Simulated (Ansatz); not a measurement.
Data:

RbBr:
Space group Fm-3m (No. 225); a = 7.018 Å, b = 7.018 Å, c = 7.018 Å, α = 90.00°, β = 90.00°, γ = 90.00°

```tsv
atom	site	symmetry	x	y	z
Rb	4a	m-3m	0.0000	0.0000	0.0000
Br	4b	m-3m	0.5000	0.5000	0.5000
```
(The calculation used a cell of 2 atoms; values per cell refer to that cell.)

This is the PBE-relaxed structure.

Question: All from PBE (plane waves, PAW; program Ansatz), unless another level is named. Give the band gap.

Answer: 4.19 eV (direct).

Question: Predict the hole effective mass with spin–orbit coupling, band 2 of 2 at the edge.

Answer: 0.83 along [100], 0.93 along [110], 0.98 along [111] (mₑ).

Question: And the hole effective mass with spin–orbit coupling, band 1 of 2 at the edge?

Answer: 5.4 along [100], 3.2 along [110], 2.8 along [111] (mₑ).

Question: And the hole effective mass, band 1 of 3 at the edge?

Answer: 5.6 along [100], 5.6 along [110], 2.9 along [111] (mₑ).

Symmetry was held in the PBE relaxation; phonons on a q-mesh show no instability. Scalar-relativistic: spin–orbit coupling is off unless named, which matters more the heavier the elements.

Potentials: the later of the program's two PAW sets.
